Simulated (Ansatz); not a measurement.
**Sc2Ge2O7 — field gradients at the nuclei**

The cell is a Materials Project structure (computed, not necessarily an observed phase), atoms as given.

```
Sc Ge O
1.0
     0.00000    4.81190    4.81190
     4.81190    0.00000    4.81190
     4.81190    4.81190    0.00000
Sc Ge O
4 4 14
Direct
  0.62500 0.62500 0.62500
  0.12500 0.62500 0.62500
  0.62500 0.12500 0.62500
  0.62500 0.62500 0.12500
  0.12500 0.62500 0.12500
  0.12500 0.12500 0.62500
  0.62500 0.12500 0.12500
  0.12500 0.12500 0.12500
  0.75000 0.75000 0.75000
  0.20692 0.79308 0.79308
  0.20692 0.79308 0.20692
  0.79308 0.79308 0.20692
  0.79308 0.20692 0.79308
  0.20692 0.20692 0.79308
  0.45692 0.04308 0.04308
  0.79308 0.20692 0.20692
  0.04308 0.45692 0.04308
  0.04308 0.04308 0.45692
  0.45692 0.45692 0.04308
  0.45692 0.04308 0.45692
  0.04308 0.45692 0.45692
  0.50000 0.50000 0.50000
```

Sites (sets of like atoms) are named by element and the number of their first atom in this list.

The numbers come from a DFT calculation in Ansatz (PBE, plane waves and PAW, scalar-relativistic, 420 eV cutoff, Γ-centred 4×4×4 k-points, Fermi–Dirac smearing 0.02 eV).

Conventions: |V_zz| ≥ |V_yy| ≥ |V_xx|, η = (V_xx − V_yy)/V_zz, C_Q = eQV_zz/h. Directions are in the Cartesian axes of the cell vectors above, for the atom listed; none is given where the gradient is under 0.02 or η is above 0.95.

(1) Which values are expected at the nuclei?

## Answers

(1) 

```tsv
site	first atom	first shell	V_zz (10²¹ V/m²)	η	direction of V_zz (x, y, z)
Sc	1	8 O at 2.08–2.35 Å	-4.56	0.00	0.58 0.58 0.58
Ge	5	6 O at 1.88 Å	2.91	0.00	0.58 -0.58 0.58
O9	9	4 Sc at 2.08 Å	0.00	–	–
O10	10	2 Ge at 1.88 Å, 2 Sc at 2.35 Å	-5.90	0.64	0.00 0.71 0.71
```

An axis of threefold or higher order runs through Sc and Ge, so V_zz lies along it and η is zero. O9 sits on a cubic site, where every gradient vanishes.

At this cell the PBE pressure is 6 GPa, so with PBE the cell would grow if it were relaxed. The entry's cell may itself be off. The largest force is 0.3 eV/Å, so the atoms aren't at the calculated equilibrium and relaxing them would move these values.

The run took 21 s of wall time (21 s of CPU time) and 0.66 GiB at its peak, on 1 thread of Arm Neoverse V2 (aarch64; 8 cores open to the job, memory cap 2.5 GiB, no GPU), a shared host with a load of 0.4 a core.
